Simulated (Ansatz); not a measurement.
# What moves the field gradients of InSe?

Cell of run 1: a Materials Project structure (computed, not necessarily an observed phase).

```cif
data_InSe
_symmetry_space_group_name_H-M 'P6_3/mmc'
_symmetry_Int_Tables_number 194
_cell_length_a 4.0417
_cell_length_b 4.0417
_cell_length_c 17.4284
_cell_angle_alpha 90.000
_cell_angle_beta 90.000
_cell_angle_gamma 120.000
loop_
_atom_site_label
_atom_site_type_symbol
_atom_site_symmetry_multiplicity
_atom_site_Wyckoff_symbol
_atom_site_fract_x
_atom_site_fract_y
_atom_site_fract_z
In In 4 f 0.3333 0.6667 0.3303
Se Se 4 f 0.3333 0.6667 0.5973
```

One atom of each set is listed.

Relaxed positions (PBE, cell held):

In (0.3333, 0.6667, 0.3306)
Se (0.3333, 0.6667, 0.5953)

All runs are DFT with Ansatz 0.2.0 (plane waves and PAW, scalar-relativistic unless spin–orbit coupling is named, Γ-centred meshes, Fermi–Dirac smearing where given) in this cell.

Run 1: PBE, atoms as given; 420 eV, 9×9×2 k-points, smearing 0.05 eV.
Run 2: PBE, atoms relaxed; 420 eV, 9×9×2 k-points, smearing 0.05 eV.
Run 3: r2SCAN, at the relaxed atoms; 500 eV, 9×9×2 k-points, smearing 0.05 eV.

```tsv
run	In V_zz (η)	Se V_zz (η)
1	-10.81 (0.00)	-7.96 (0.00)
```

The results of the other runs, out of order. V_zz in 10²¹ V/m².

```
result    In V_zz (η)   Se V_zz (η)
     A  -11.70 (0.00)  -6.40 (0.00)
     B  -10.76 (0.00)  -6.64 (0.00)
```

(1) Which result belongs to which run?

## Answers

(1) A is run 3, B is run 2. Taken one at a time, the positions of the atoms (as given or relaxed) move the tensors on these sites by up to 1.33 (largest principal value of the change, on Se), the functional (r2SCAN with its higher cutoff) by 0.94 (In).

Without spin–orbit coupling (the program notes it for In) the gradients can shift somewhat, as the gap is small.
